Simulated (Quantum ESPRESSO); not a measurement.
## Band energies of TiS$_{3}$ monolayer

```xyz
8
Lattice="3.3721 0.0000 0.0000 0.0000 4.9218 0.0000 0.0000 0.0000 20.4000" Properties=species:S:1:pos:R:3 pbc="T T T"
S      1.6861     1.4375     2.8044
S      0.0000     1.0234    -2.8044
S      0.0000     0.0000     0.4436
S      1.6861     2.4609    -0.4436
S      0.0000     3.8984    -2.8044
S      1.6861     3.4843     2.8044
Ti     1.6861     0.0000    -1.3260
Ti     0.0000     2.4609     1.3260
```

norm-conserving PBEsol (Quantum ESPRESSO, 84 Ry, no spin-orbit coupling); path ΓXSYΓS; energies in eV from the valence-band maximum.

| k (1/Å) | point | band 26 | band 27 | band 28 | band 29 | band 30 | band 31 | band 32 | band 33 |
|---|---|---|---|---|---|---|---|---|---|
| 0.00 | Γ | -0.86 | -0.63 | -0.49 | -0.06 | 0.00 | 0.22 | 0.69 | 2.24 |
| 0.19 |  | -0.90 | -0.89 | -0.68 | -0.66 | -0.15 | 0.52 | 1.08 | 2.25 |
| 0.56 |  | -1.88 | -1.79 | -1.53 | -1.05 | -1.04 | 1.48 | 1.75 | 2.08 |
| 0.93 | X | -2.57 | -2.30 | -2.30 | -1.13 | -1.13 | 1.95 | 1.95 | 1.99 |
| 1.36 |  | -2.29 | -1.72 | -1.72 | -1.40 | -1.40 | 1.75 | 1.75 | 1.98 |
| 1.57 | S | -2.03 | -1.94 | -1.94 | -1.49 | -1.49 | 1.08 | 1.08 | 2.00 |
| 1.76 |  | -2.09 | -1.77 | -1.77 | -1.44 | -1.44 | 1.06 | 1.06 | 1.95 |
| 2.13 |  | -1.90 | -1.26 | -1.26 | -1.08 | -1.08 | 0.91 | 0.91 | 1.48 |
| 2.50 | Y | -1.76 | -1.08 | -1.08 | -0.35 | -0.35 | 0.58 | 0.58 | 1.00 |
| 2.82 |  | -1.12 | -0.87 | -0.72 | -0.47 | -0.09 | 0.45 | 0.72 | 1.58 |
| 3.14 | Γ | -0.86 | -0.63 | -0.49 | -0.06 | 0.00 | 0.22 | 0.69 | 2.24 |
| 3.42 |  | -1.23 | -0.99 | -0.77 | -0.71 | -0.35 | 0.72 | 1.18 | 2.17 |
| 3.70 |  | -1.57 | -1.44 | -1.44 | -1.11 | -0.93 | 1.44 | 1.61 | 1.85 |
| 3.99 |  | -2.02 | -1.84 | -1.57 | -1.40 | -1.30 | 1.44 | 1.58 | 1.86 |
| 4.27 | S | -2.03 | -1.94 | -1.94 | -1.49 | -1.49 | 1.08 | 1.08 | 2.00 |

The PBEsol gap is direct, 0.22 eV at Γ. The valence-band maximum lies 5.36 eV below the vacuum level.

Geometry relaxed with PBEsol.

This is a model layer cut from the bulk structure; whether it is stable on its own was not checked.

Letters of k points follow the standard setting of the lattice, whose axes may be ordered differently from the printed cell.
